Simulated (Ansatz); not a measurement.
The elements of this relaxed trial crystal are hidden behind letters.

```
lattice vectors (Å)
   4.6010    0.0000    0.0000
  -2.3005    3.9846    0.0000
   0.0000    0.0000    4.9189
fractional positions
X 0.3333 0.6667 0.7474
X 0.6667 0.3333 0.2526
Z 0.0000 0.0000 0.0000
Q 0.0000 0.0000 0.5000
```

Theory: DFT PBE, scalar-relativistic, plane waves, PAW in Ansatz. Cutoff 420 eV, Γ-centred 12×12×10 mesh (4-atom cell), Gaussian smearing of 0.10 eV, no spin polarisation.

```
Space group                                 : P-3m1 (No. 164)
Conventional cell                           : a = 4.601 Å, c = 4.919 Å
Volume per atom                             : 22.54 Å³
Density                                     : 2.01 g/cm³
Energy over the elements                    : −0.41 eV/atom
Gap on the 12×12×10 mesh of the 4-atom cell : 0 eV (a metal)
```

Energies are uncorrected and count from the elements' standard states at the same level.

Question: X is an s-block element of period 3, Z is a p-block element of period 3 and Q is a p-block element of period 3. Which elements are they?

Answer: X = Na, Z = P, Q = S, so the formula is Na2PS. Density times volume gives a mean mass of 2.01 × 22.54/1.6605 = 27.3 u per atom, and this set has 27.3 u. Around Na lie 3 S at 2.92 Å, 3 P at 2.93 Å and 6 Na at 3.60–3.64 Å; P is surrounded by 2 S at 2.46 Å and 6 Na at 2.93 Å; around S lie 2 P at 2.46 Å and 6 Na at 2.92 Å. Swapping P and S gives the same structure, so either order is right.

An odd number of electrons in the primitive cell allows no gap without spin; a larger cell or a magnetic state could open one. The cell is a metal run without spin; a magnetic state may lie lower. A structure relaxed within its symmetry needn't be a true minimum.
